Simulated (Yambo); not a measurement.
Given:

```
CELL_PARAMETERS angstrom
      0.00000     2.69713     2.69713
      2.69713     0.00000     2.69713
      2.69713     2.69713     0.00000
ATOMIC_POSITIONS crystal
  Si 0.75000 0.75000 0.75000
  Si 0.50000 0.50000 0.50000
```

Workflow: norm-conserving PBEsol (Quantum ESPRESSO, 36 Ry, scalar-relativistic), then G0W0 in Yambo (4×4×4 Γ-centred k mesh, 148 bands and a 14 Ry block in the screening, 148 bands in G with the Bruneval-Gonze terminator, plasmon pole fitted at 27.2 eV).

Give the PBEsol and G0W0 gaps between the band edges found on this mesh, and say where the edges lie.

Edges: Γ → X. PBEsol: 0.55 eV; G0W0: 1.30 eV. The mesh misses an edge: along a dense path the PBEsol gap is 0.43 eV. Convergence of the G0W0 settings was not tested. 

Geometry strained from the cell relaxed with PBEsol, atoms relaxed again.
